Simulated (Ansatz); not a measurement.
### Question
Ga (α-Ga, space group No. 64) is relaxed with PBEsol in the plane-wave PAW code Ansatz. What lattice parameters of the conventional cell result?

### Answer
a = 4.479 Å, b = 7.596 Å, c = 4.486 Å.

### Question
Give the free coordinates with the occupied sites.

### Answer
In one choice of origin and axes:

```json
[
 {"atom": "Ga", "site": "8f", "symmetry": "m..", "x": "0.0000", "y": "0.3441", "z": "0.4166"}
]
```

Space group Cmce (α-Ga). The cell was relaxed with PBEsol under the symmetry of its start. Axis ratios of metals converge slowly with the k-mesh, so a and c are less sure than the volume.

Potentials: the earlier of the program's two PAW sets. The files were generated under PBE; for other functionals the program regenerates the frozen cores, and for LDA and PBEsol the local potential too.
